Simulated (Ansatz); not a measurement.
Starting cell, GaP (zinc blende):

```xyz
2
Lattice="0.0000 2.7259 2.7259 2.7259 0.0000 2.7259 2.7259 2.7259 0.0000" Properties=species:S:1:pos:R:3 pbc="T T T"
P      4.0888     4.0888     4.0888
Ga     0.0000     0.0000     0.0000
```

In this cell atom 2 (Ga, nearest neighbour P at 2.361 Å; its periodic images, 3.9 Å or more away, move with it) is moved by s along Cartesian x, unit vector (1.000, 0.000, 0.000); all other atoms and the cell stay fixed.

These are r2SCAN (plane waves to 500 eV, PAW, scalar-relativistic; Ansatz, a first-principles code) values and carry that method's errors. k mesh 8×8×8 (Γ-centred), Fermi-Dirac smearing 0.05 eV. E stands for the smeared free energy. GaP was relaxed with its symmetry unable to fall. The PAW data are Ansatz's earlier set. ΔE is measured from the undisplaced structure.

| s (Å) | ΔE (meV/cell) |
|---|---|
| -0.470 | 1025 |
| -0.376 | 679 |
| -0.282 | 392 |
| -0.188 | 178 |
| -0.094 | withheld |
| 0.000 | 0 |
| 0.094 | withheld |
| 0.188 | 178 |
| 0.282 | 392 |
| 0.376 | 679 |
| 0.470 | 1025 |

Fit an even polynomial form (powers 2, 4) to the given rows and predict ΔE at s = -0.094.

Least squares on the 9 given rows: ΔE = (5095)·s² + (-2061)·s⁴, in meV/cell with s in Å; root-mean-square residual 0.3 meV/cell. At -0.094 the fit gives 45 meV/cell; the calculation gives 45 meV/cell, the same to the digits shown. The quadratic term alone would give 45 meV/cell.

(A displaced cell: forces are minus the slopes of the energy, force constants its curvatures, and phonons follow from these.)
